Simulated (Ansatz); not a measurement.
ScAl2Sb2As (Cmmm)

These are results of Ansatz, DFT PBE, scalar-relativistic, plane waves, PAW, not measurements.

Plane waves to 420 eV, a k mesh through Γ of 8×8×8 on the computed 6-atom cell and Gaussian smearing (0.10 eV); no spin polarisation.

The structure is relaxed at this level of theory with its symmetry kept, and needn't be the ground state of this composition.

Space group Cmmm (No. 65), orthorhombic, a = 6.403 Å, b = 9.272 Å, c = 5.144 Å. Sc has 2 As at 2.57 Å, 2 Al at 3.26 Å, 4 Al at 3.49 Å and 8 Sb at 3.81 Å; around Al lie 1 Al at 2.76 Å and 4 Sb at 3.17 Å; Sb is surrounded by 2 As at 2.82 Å, 4 Al at 3.17 Å and 2 Sb at 3.20 Å; As has 2 Sc at 2.57 Å and 4 Sb at 2.82 Å.

| Quantity | Value |
| --- | --- |
| Volume per atom | 171.8 bohr³ |
| Formation energy from the elements' standard states (uncorrected) | +0.109 eV/atom |
| Kohn–Sham band gap | none (metal) |
| Density of states at the Fermi level | 3.4 states/eV per cell |
| Orbital (Löwdin) character within 0.5 eV of the Fermi level | Sc 3d 29 %, Al 3p 26 %, Sb 5p 20 %, As 4p 8 %, unprojected 4 % |
| Bader charge by site (e) | Sc (1 in the cell) 1.40, Al (2 in the cell) -0.01, Sb (2 in the cell) -0.19, As (1 in the cell) -0.99 |

Spin-orbit coupling is left out, which matters for the bands of heavy elements.

Another cell of ScAl2Sb2As relaxed alike, in P-3m1, lies 214 meV/atom lower, so this cell isn't the stable form at this level.

The cell was found from a structure generator's guess, not taken from experiment. Löwdin shares on free-atom orbitals overweight diffuse shells.
